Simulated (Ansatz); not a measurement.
## GeSb$_{4}$Te$_{4}$: relaxed-ion elastic tensor

Computed with DFT PBE, scalar-relativistic, plane waves, PAW (Ansatz). Plane waves to 420 eV; Γ-centred k mesh 12×12×2; Gaussian smearing of 0.01 eV. No spin polarisation.

Relaxed structure:
```yaml
crystal:
  lattice:
    - [4.32998, 0.00000, 0.00000]
    - [-2.16499, 3.74988, 0.00000]
    - [0.00000, 0.00000, 17.64861]
  atoms:
    - { symbol: Ge, position: [0.00000, 0.00000, 0.00000] }
    - { symbol: Sb, position: [0.33333, 0.66667, 0.54410] }
    - { symbol: Sb, position: [0.66667, 0.33333, 0.45590] }
    - { symbol: Sb, position: [0.66667, 0.33333, 0.79077] }
    - { symbol: Sb, position: [0.33333, 0.66667, 0.20923] }
    - { symbol: Te, position: [0.33333, 0.66667, 0.90452] }
    - { symbol: Te, position: [0.66667, 0.33333, 0.09548] }
    - { symbol: Te, position: [0.00000, 0.00000, 0.69397] }
    - { symbol: Te, position: [0.00000, 0.00000, 0.30603] }
```

Question: Give the relaxed-ion elastic constants (GPa, Voigt order xx yy zz yz xz xy, on the axes of the cell above).

Answer:
```
 75.9  18.9  19.6  13.2   0.0   0.0
 18.9  75.9  19.6 -13.2   0.0   0.0
 19.6  19.6  30.3   0.0   0.0   0.0
 13.2 -13.2   0.0  26.9   0.0   0.0
  0.0   0.0   0.0   0.0  26.9  13.2
  0.0   0.0   0.0   0.0  13.2  28.5
```

Question: Is the crystal stable against homogeneous strain?

Answer: Yes: the least eigenvalue of the tensor is 14.5 GPa.

Question: And the moduli of a polycrystal (Hill averages)?

Answer: B = 30 GPa, G = 21 GPa, E = 52 GPa, ν = 0.22.

Whether GeSb4Te4 exists in this form wasn't checked.

Cost: 1 run of about 63 core-minutes, on Intel Xeon Platinum 8259CL (Skylake/Cascade Lake) (shared hosts).